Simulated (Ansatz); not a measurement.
Relaxed GaAs (zinc blende):

```
GaAs
1.0
    0.00000     5.74607     5.74607
    2.87304     0.00000     2.87304
    2.87304     2.87304     0.00000
As Ga
2 2
Direct
  0.37500   0.75000   0.75000
  0.87500   0.75000   0.75000
  0.00000   0.00000   0.00000
  0.50000   0.00000   0.00000
```

The atoms are displaced by Q × the pattern below (from a DFPT mode at L = (0.5, 0.0, 0.0), largest move 1; Q in Å), at fixed cell. It is one choice among 2 degenerate patterns. (q is in reciprocal vectors of the primitive cell; the cell shown is doubled to hold the pattern.)

```tsv
atom	x	y	z
As1	0.267	-0.486	0.753
As2	-0.267	0.486	-0.753
Ga3	-0.285	0.520	-0.805
Ga4	0.285	-0.520	0.805
```

Calculation: PBE (plane waves to 420 eV, PAW, scalar-relativistic; Ansatz, an electronic-structure program). k mesh 5×10×10 (Γ-centred), Fermi-Dirac smearing 0.05 eV. Energies are smeared free energies. GaAs was relaxed with its symmetry unable to fall. The PAW data are Ansatz's earlier set. ΔE is measured from the undisplaced structure.

| Q (Å) | ΔE (meV/cell) |
|---|---|
| -0.180 | withheld |
| -0.150 | 40.6 |
| -0.120 | 25.8 |
| -0.090 | 14.4 |
| -0.060 | 6.4 |
| -0.030 | 1.6 |
| 0.000 | 0.0 |
| 0.030 | 1.6 |
| 0.060 | 6.4 |
| 0.090 | 14.4 |
| 0.120 | 25.8 |
| 0.150 | 40.6 |
| 0.180 | withheld |

Task: Fit an even polynomial form (powers 2, 4) to the given rows and predict ΔE at Q = 0.180.

Result: Least squares on the 11 given rows: ΔE = (1767)·Q² + (1672)·Q⁴, in meV/cell with Q in Å; root-mean-square residual 0.01 meV/cell. At 0.180 the fit gives 59.0 meV/cell; the calculation gives 59.0 meV/cell, the same to the digits shown. The quadratic term alone would give 57.3 meV/cell.

(A displaced cell: forces are minus the slopes of the energy, force constants its curvatures, and phonons follow from these.)
